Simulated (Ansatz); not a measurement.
Values for one crystal, relaxed and computed with HSE06 in the plane-wave PAW code Ansatz; other levels are named.

```yaml
volume_per_atom: 12.47 Å³
band_gap: 8.47 eV (direct)
Pressure derivative B′: 4.6
Bulk modulus (Birch–Murnaghan fit): 49.2 GPa
valence_band_maximum: at Γ
conduction_band_minimum: at Γ
```

Question: Pick the material that matches.
A. NaF, rock salt
B. NaCl, rock salt
C. CsCl, rock salt
D. NaCl, CsCl type

Answer: A, NaF, rock salt

Space group Fm-3m (rock salt). Symmetry was held in the HSE06 relaxation. The hybrid was solved on a coarse mesh, the path and, where they were found, the r²SCAN edge points; its band edges are the extreme levels among these.

Potentials: the earlier of the program's two PAW sets. The files were generated under PBE; for other functionals the program regenerates the frozen cores, and for LDA and PBEsol the local potential too.
